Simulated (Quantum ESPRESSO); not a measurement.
```
CELL_PARAMETERS angstrom
      5.60095     0.00000     0.00000
      0.00000     5.60095     0.00000
      0.00000     0.00000     5.60095
ATOMIC_POSITIONS crystal
  Sr 0.00000 0.00000 0.00000
  F  0.25569 0.25569 0.74431
  F  0.25569 0.74431 0.74431
  Ca 0.00000 0.50000 0.50000
  F  0.25569 0.74431 0.25569
  F  0.25569 0.25569 0.25569
  Ca 0.50000 0.00000 0.50000
  F  0.74431 0.25569 0.25569
  F  0.74431 0.74431 0.25569
  Ca 0.50000 0.50000 0.00000
  F  0.74431 0.74431 0.74431
  F  0.74431 0.25569 0.74431
```
The cell was made here from a computed Materials Project entry: one of 4 Ca replaced by Sr, cell and atoms relaxed (PBE without dispersion, pw.x of a modified build of Quantum ESPRESSO, symmetry kept). The parent is CaF2 in Fm-3m. The swapped cell is a model, not a known phase. Stability against distortions was not tested.

A lattice sum over point charges, one formal value an element (Ca +2, F -1, Sr +2), with no Sternheimer factor, costs far less than a self-consistent run. Taken along the main axis of each site's self-consistent tensor, it gives:

```json
[
 {"site": "F (atoms 2, 3, 5, 6, 8, 9, …)", "V along that axis, point charges (a.u.)": "-0.006"},
 {"site": "Ca (atoms 4, 7, 10)", "V along that axis, point charges (a.u.)": "-0.006"}
]
```

How do the values of a PBE PAW density (pw.x of Quantum ESPRESSO, JTH datasets) with the all-electron reconstruction of Petrilli and co-workers compare?


```csv
site,"Vzz, PAW (a.u.)",PAW over point charges
F,-0.116,20
Ca,-0.077,12
```
  Cores are frozen. Against all-electron runs on small test molecules, this scheme's |Vzz| missed by −6 to +4 % (−29 % in KF) on F. Ca had no test against all-electron runs.
